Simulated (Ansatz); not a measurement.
Perovskite alloy of SrTiO3 and CaTiO3 (6 of 8 Sr sites exchanged), 40 atoms

Ansatz, PAW, plane waves. PBEsol relaxation of volume and atoms (shape held) at the single k point (¼, ¼, ¼) without its symmetry partners; single points on the relaxed atoms at the Γ point alone, onto which points of the small cell's zone fold. Arrangement: quasirandom. No spin–orbit coupling unless named.

Relaxed structure:

```yaml
crystal:
  lattice:
    - [7.65986, 0.00000, 0.00000]
    - [0.00000, 7.65986, 0.00000]
    - [0.00000, 0.00000, 7.65986]
  atoms:
    - { symbol: Sr, position: [0.01085, 0.99798, 0.01284] }
    - { symbol: Sr, position: [0.51194, 0.99785, 0.00996] }
    - { symbol: Ca, position: [0.01843, 0.99686, 0.51146] }
    - { symbol: Ca, position: [0.98591, 0.49715, 0.97794] }
    - { symbol: Ca, position: [0.97493, 0.49743, 0.48538] }
    - { symbol: Ca, position: [0.51145, 0.99669, 0.51713] }
    - { symbol: Ca, position: [0.48007, 0.49759, 0.98382] }
    - { symbol: Ca, position: [0.48372, 0.49788, 0.47683] }
    - { symbol: Ti, position: [0.24669, 0.24826, 0.25082] }
    - { symbol: Ti, position: [0.24938, 0.24917, 0.74438] }
    - { symbol: Ti, position: [0.24456, 0.74340, 0.25113] }
    - { symbol: Ti, position: [0.24986, 0.74407, 0.74296] }
    - { symbol: Ti, position: [0.74697, 0.24842, 0.24917] }
    - { symbol: Ti, position: [0.74715, 0.24947, 0.74552] }
    - { symbol: Ti, position: [0.74772, 0.74237, 0.24705] }
    - { symbol: Ti, position: [0.74610, 0.74344, 0.74605] }
    - { symbol: O, position: [0.21773, 0.28962, 0.00258] }
    - { symbol: O, position: [0.29391, 0.21678, 0.50184] }
    - { symbol: O, position: [0.22021, 0.71266, 0.00186] }
    - { symbol: O, position: [0.28739, 0.78746, 0.50109] }
    - { symbol: O, position: [0.78448, 0.22268, 0.00287] }
    - { symbol: O, position: [0.71519, 0.29458, 0.50179] }
    - { symbol: O, position: [0.77950, 0.78008, 0.00202] }
    - { symbol: O, position: [0.71718, 0.70818, 0.50093] }
    - { symbol: O, position: [0.00166, 0.21561, 0.29394] }
    - { symbol: O, position: [0.00382, 0.28756, 0.71423] }
    - { symbol: O, position: [0.00096, 0.78709, 0.28875] }
    - { symbol: O, position: [0.00302, 0.71586, 0.71572] }
    - { symbol: O, position: [0.50149, 0.29520, 0.21724] }
    - { symbol: O, position: [0.50384, 0.22399, 0.78352] }
    - { symbol: O, position: [0.50084, 0.70659, 0.21993] }
    - { symbol: O, position: [0.50322, 0.78047, 0.77689] }
    - { symbol: O, position: [0.27719, 0.00182, 0.22104] }
    - { symbol: O, position: [0.22080, 0.00191, 0.77299] }
    - { symbol: O, position: [0.21927, 0.50124, 0.30042] }
    - { symbol: O, position: [0.29532, 0.50139, 0.72198] }
    - { symbol: O, position: [0.71000, 0.00196, 0.28356] }
    - { symbol: O, position: [0.77884, 0.00201, 0.70856] }
    - { symbol: O, position: [0.80152, 0.50110, 0.22411] }
    - { symbol: O, position: [0.72867, 0.50122, 0.79607] }
```

(1) What are the mean bond lengths by pair (pairs within 1.2 times the sum of covalent radii, less contacts 15 % beyond the pair's median; cation–cation pairs of compounds aside; long ionic contacts are cut short by that bound)?

(2) What gap lies between the top filled and the lowest empty level in the single points?

Answers

(1) Ca–O 2.524 ± 0.138 Å (standard deviation, 49 bonds); O–Sr 2.676 ± 0.204 Å (standard deviation, 20 bonds); O–Ti 1.954 ± 0.042 Å (standard deviation, 48 bonds).

(2) HSE06 3.70 eV (8 s on NVIDIA GB300).
